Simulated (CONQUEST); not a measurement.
CONQUEST run on Ta₂Si (I4/mcm, 12 atoms in the cell; from Materials Project mp-2783): self-consistent single point.

Method: CONQUEST with PBEsol, numerical atomic orbitals double-zeta with polarisation (the shipped basis), PseudoDojo norm-conserving potentials made for PBEsol.

```yaml
crystal:
  lattice:
    - [6.17553, 0.00000, 0.00000]
    - [0.00000, 6.17553, 0.00000]
    - [0.00000, 0.00000, 5.04728]
  atoms:
    - { symbol: Ta, position: [0.33641, 0.16359, 0.50000] }
    - { symbol: Ta, position: [0.16359, 0.33641, 0.00000] }
    - { symbol: Ta, position: [0.83641, 0.33641, 0.50000] }
    - { symbol: Ta, position: [0.66359, 0.16359, 0.00000] }
    - { symbol: Ta, position: [0.83641, 0.66359, 0.00000] }
    - { symbol: Ta, position: [0.66359, 0.83641, 0.50000] }
    - { symbol: Ta, position: [0.33641, 0.83641, 0.00000] }
    - { symbol: Ta, position: [0.16359, 0.66359, 0.50000] }
    - { symbol: Si, position: [0.00000, 0.00000, 0.25000] }
    - { symbol: Si, position: [0.00000, 0.00000, 0.75000] }
    - { symbol: Si, position: [0.50000, 0.50000, 0.75000] }
    - { symbol: Si, position: [0.50000, 0.50000, 0.25000] }
```

Reference input (self-consistent single point, DFT, PBEsol, numerical atomic orbitals double-zeta with polarisation (the shipped basis), PseudoDojo norm-conserving potentials made for PBEsol): basis = DZP; Diag.MPMeshX, Y, Z = 3 3 3; potentials = PseudoDojo norm-conserving PBEsol; Grid.GridCutoff = 140 Ha; DM.SolutionMethod = diagon; Diag.MPShiftX = 0.16666667; Diag.MPShiftY = 0.16666667; Diag.MPShiftZ = 0.16666667; Diag.SmearingType = 1; Diag.kT = 0.001837 Ha; Diag.MPOrder = 0; minE.SCTolerance = 1.0e-06. This run's input differs from it in these lines:

```diff
@@ -19,9 +19,8 @@
 Diag.MPMeshY                   3
-Diag.MPMeshZ                   3
+Diag.MPMeshZ                   4
 Diag.MPShiftX                  0.16666667
 Diag.MPShiftY                  0.16666667
-Diag.MPShiftZ                  0.16666667
 Diag.SmearingType              1
 Diag.MPOrder                   0
-Diag.kT                        0.001837
+Diag.kT                        0.003675
```

The program printed (abridged):

```
    PulayMixSC: Starting Pulay mixing, A_up =  0.500 A_dn =  0.500
    PulayMixSC: Spin non-polarised calculation.
    PulayMixSC: with Kerker preconditioning, q0 =  0.100
          Harris-Foulkes Energy            :      -537.809985483032051 Ha
          Free Energy (E-TS)               :      -537.812731678195405 Ha
    PulayMixSC: Pulay iteration     1 residual:              0.15193E-02
          Harris-Foulkes Energy            :      -537.731726495098656 Ha
          Free Energy (E-TS)               :      -537.735041697798579 Ha
    PulayMixSC: Pulay iteration     2 residual:              0.54979E-03
   [... lines left out ...]
          Free Energy (E-TS)               :      -537.727066325870624 Ha
    PulayMixSC: Pulay iteration     4 residual:              0.40948E-04
          Harris-Foulkes Energy            :      -537.723153944701608 Ha
          Free Energy (E-TS)               :      -537.727030697904979 Ha
    PulayMixSC: Pulay iteration     5 residual:              0.39199E-05
          Harris-Foulkes Energy            :      -537.723151889207770 Ha
          Free Energy (E-TS)               :      -537.727031953266646 Ha
    PulayMixSC: Pulay iteration     6 residual:              0.92696E-06
    PulayMixSC: Reached SCF tolerance of  0.92696E-06 after      6 iterations
      | Number of electrons      =       120.000200
      | GS Energy with kT -> 0   =      -537.725091921237208 Ha
      | Free Energy as E-TS      =      -537.727031953266646 Ha
      |* Harris-Foulkes energy   =      -537.723151889207770 Ha
      |* DFT total energy        =      -537.723151843689607 Ha

    force: Forces on atoms (Ha/a0)
    force:  Atom   X              Y              Z
    force:     1   0.0020658252  -0.0020658254   0.0000000000
    force:     2  -0.0020658253   0.0020658253   0.0000000000
    force:     3   0.0020658252   0.0020658253   0.0000000000
    force:     4  -0.0020658252  -0.0020658253   0.0000000000
    force:     5   0.0020658252  -0.0020658254   0.0000000000
    force:     6  -0.0020658253   0.0020658253   0.0000000000
   [... lines left out ...]
    force: Maximum force :        0.00206583(Ha/a0) on atom         1 in y direction
   [... lines left out ...]
    force: Force Residual:        0.00238541 Ha/a0
    force: Total stress:          2.57554351    -0.00000007     0.00000000 GPa
                            -0.00000007     2.57554338     0.00000000
                             0.00000000     0.00000000     1.90083235
    force: Average pressure:     -2.35063975 GPa

    get_E_and_F: Change in energy during last step of electronic optimisation:  0.20555E-05
```

The run converged in 6 iterations. CONQUEST prints the stress tensor with tension positive. Against the reference run the free energy rises by 6.2 meV/atom and the pressure goes from -3.27 to -2.35 GPa.

The program uses no crystal symmetry, so grid and mesh can part values that symmetry would make equal. The atom-centred basis is finite, which shifts total energies, pressures and forces against plane waves. This run is one point of a test of settings, so its values need not be converged; read them against the reference run alone. The structure comes from a collection of computed structures, made at another level of theory; the collection holds predicted forms beside known ones. No clean gap shows at this smearing width and mesh (spacing up to 0.34 Å⁻¹); the mesh is coarse for partly filled bands, so the values carry mesh errors.

Cost on one core: very roughly 4 core-minutes.
